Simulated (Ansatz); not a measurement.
Task: Volume from LDA minus that from r²SCAN (% of the latter), each on its own relaxed cell (Ansatz, a program for electronic structure, plane waves, PAW; no spin–orbit coupling, no Hubbard U), over 12 phases of the class «layered and molecular crystals»: what sign and size do you expect?

Result: Mean -10.4 %, median -11.0 %, mean absolute 10.4 %; eight in ten lie between -12.6 and -6.9 %, and 0 % are above zero.

Some cases that may be named, with their rank among the 12 from the lowest: I, molecular I2 type -16.7 % (rank 1); Sb2Se3, Pnma (Pearson symbol oP20) -12.6 % (rank 2); MoS2, R3m (Mo on 3a, S on 3a, S on 3a) -11.2 % (rank 6); NbTe2, C2/m (Pearson symbol mS18) -10.8 % (rank 7); BN, R3m (B on 3a, N on 3a) -6.8 % (rank 11); SnF4, I4/mmm (Sn on 2a, F on 4e, F on 4c) -5.5 % (rank 12).

The phases are those computed here (of each formula those with measured values and the lowest at some level), not a balanced benchmark, and neither functional is the truth. Pairs that end in unlike spin orders or unlike minima (c/a over 6 % apart, 30 % for weakly bound crystals), magnets with 4f shells, solids of gases and phases set aside for tests are left out.

12 are weakly bound layers, chains or molecules. 1 relaxed far from the usual cell at some level.

Built on a structure type that need not be the filed one of that space group: BN, R3m (B on 3a, N on 3a). Not the usual ambient phase: BN, R3m (B on 3a, N on 3a). Standing as an ambient phase not checked: NbTe2, C2/m (Pearson symbol mS18); SnF4, I4/mmm (Sn on 2a, F on 4e, F on 4c). Weakly bound layers, chains or molecules computed without a dispersion correction, so cells and soft constants are ill determined: I, molecular I2 type with LDA; I, molecular I2 type with r²SCAN; Sb2Se3, Pnma (Pearson symbol oP20) with LDA; Sb2Se3, Pnma (Pearson symbol oP20) with r²SCAN; MoS2, R3m (Mo on 3a, S on 3a, S on 3a) with LDA; MoS2, R3m (Mo on 3a, S on 3a, S on 3a) with r²SCAN; NbTe2, C2/m (Pearson symbol mS18) with LDA; NbTe2, C2/m (Pearson symbol mS18) with r²SCAN; BN, R3m (B on 3a, N on 3a) with LDA; SnF4, I4/mmm (Sn on 2a, F on 4e, F on 4c) with LDA; SnF4, I4/mmm (Sn on 2a, F on 4e, F on 4c) with r²SCAN. All cells were relaxed under the symmetry of their starts (and spin orders); stability against distortions was not tested throughout. Named crystals with no word on spin ran without spin polarisation. Scalar-relativistic: spin–orbit coupling is off unless named, which matters more the heavier the elements.

Potentials: the later of the program's two PAW sets.

Ansatz is a plane-wave DFT program.
